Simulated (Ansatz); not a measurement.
Start of a relaxation of GaSb5:

```cif
data_structure
_symmetry_space_group_name_H-M 'F-43m'
_symmetry_Int_Tables_number 216
_cell_length_a 8.8542
_cell_length_b 8.8542
_cell_length_c 8.8542
_cell_angle_alpha 90.000
_cell_angle_beta 90.000
_cell_angle_gamma 90.000
_cell_volume 694.15
loop_
_atom_site_label
_atom_site_type_symbol
_atom_site_symmetry_multiplicity
_atom_site_Wyckoff_symbol
_atom_site_fract_x
_atom_site_fract_y
_atom_site_fract_z
_atom_site_occupancy
Ga1 Ga 4 b 0.50000 0.00000 0.00000 1
Sb1 Sb 16 e 0.37601 0.37601 0.12399 1
Sb2 Sb 4 d 0.25000 0.25000 0.75000 1
```

These are results of DFT PBE, scalar-relativistic, plane waves, PAW in Ansatz, not measurements. Cutoff 420 eV, Gaussian smearing, Γ-centred meshes. Cell and atoms relax on a converged mesh. In metals the finer mesh still leaves noise of several meV/atom or more. The steps can't lower the symmetry of their start. No spin polarisation.

A guess keeps its type if space group and coordination stay and the shape of the cell changes little (axis ratios within about 15 %, angles within 6°); the volume may change.

**Question.** Does this structure survive the relaxation?

**Answer.** It keeps its type. The symmetry stays F-43m (No. 216). The volume per atom stays near 28.9 Å³. The shortest distance goes from 3.11 Å (Sb–Sb) to 3.13 Å (Sb–Sb). Counting neighbours within 15 % of an atom's shortest distance, the start has Ga 16, Sb 6/16 and the end Ga 16, Sb 6/16.

Energies over the elements count from the elements' standard structures at the same level, with no fitted energy shifts.

**Question.** At what energy does it end?

**Answer.** +0.35 eV/atom. The separate elements lie lower, so it is unstable against them.

The last run used an 8×8×8 mesh for its 6-atom cell and Gaussian smearing of 0.10 eV. Spin–orbit coupling, which can matter for Sb, is left out. A structure relaxed within its symmetry needn't be a true minimum. Another cell of GaSb5 relaxed alike, in P-6m2, lies 117 meV/atom lower, so this cell isn't the stable form at this level.

In counts of neighbours, a slash parts the counts of unlike sites.
